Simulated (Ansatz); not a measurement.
A geometry of Li away from equilibrium: the start of the relaxation of a relaxed Li cell, doubled along one cell vector, shaken by Gaussian noise of σ = 0.08 Å a coordinate. Calculation: r2SCAN (plane waves to 500 eV, PAW, scalar-relativistic; Ansatz, an electronic-structure program). Γ-centred k-mesh 4×8×11 on the run's cell (coarser than for final values), Fermi–Dirac smearing 0.05 eV.

```xyz
6
Lattice="9.9583 0.0000 0.0000 -2.4896 4.3121 0.0000 0.0000 0.0000 2.9344" Properties=species:S:1:pos:R:3 pbc="T T T"
Li     0.0530    -0.1053     0.0121
Li     5.0369     0.0105     0.0147
Li     0.0381     2.8732     1.4773
Li     5.1009     2.7462     1.4272
Li     2.4981     1.5377     1.4848
Li     7.5626     1.4360     1.5656
```

Q: Which atoms carry the largest force, and which way does it point?

A: 0.20 eV/Å, on Li4 (atoms numbered as listed); on Li4 its components are (-0.10, 0.18, -0.01).

Q: What is the pressure?

A: +0.1 GPa, compression positive.

No spin polarisation in the result.

The end of the path is a generated cell of Li: the first start was made by placing the elements on the sites of a structure type, and the end was not matched to a known phase here, so it may be hypothetical. Known forms of Li include space group No. 229.
